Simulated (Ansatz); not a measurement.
Starting structure of a cell relaxation (symmetry kept):

Space group Fm-3m (No. 225). a = 7.761 Å, b = 7.761 Å, c = 7.761 Å, α = 90.00°, β = 90.00°, γ = 90.00°
```csv
atom,site,symmetry,x,y,z
K,8c,-43m,0.2500,0.2500,0.7500
Li,4b,m-3m,0.5000,0.0000,0.0000
Al,4a,m-3m,0.0000,0.0000,0.0000
H,24e,4m.m,0.2279,0.0000,0.0000
```

All numbers below come from DFT PBEsol, scalar-relativistic, plane waves, PAW in Ansatz.

Settings: cutoff 420 eV, Γ-centred mesh 6×6×6 on the computed 10-atom cell, Gaussian smearing of 0.02 eV; no spin polarisation.

Q: What does it relax to?

A: The volume goes down by 0.22 Å³/atom to 11.47 Å³/atom, and the energy falls by 1.3 meV/atom. Final structure:
```cif
data_structure
_symmetry_space_group_name_H-M 'Fm-3m'
_symmetry_Int_Tables_number 225
_cell_length_a 7.7123
_cell_length_b 7.7123
_cell_length_c 7.7123
_cell_angle_alpha 90.000
_cell_angle_beta 90.000
_cell_angle_gamma 90.000
_cell_volume 458.72
loop_
_atom_site_label
_atom_site_type_symbol
_atom_site_symmetry_multiplicity
_atom_site_Wyckoff_symbol
_atom_site_fract_x
_atom_site_fract_y
_atom_site_fract_z
_atom_site_occupancy
K1 K 8 c 0.25000 0.25000 0.75000 1
Li1 Li 4 b 0.50000 0.00000 0.00000 1
Al1 Al 4 a 0.00000 0.00000 0.00000 1
H1 H 24 e 0.23114 0.00000 0.00000 1
```

Cost: 1 run of about 0.27 core-minutes, on Intel Xeon Platinum 8259CL (Skylake/Cascade Lake) (shared hosts).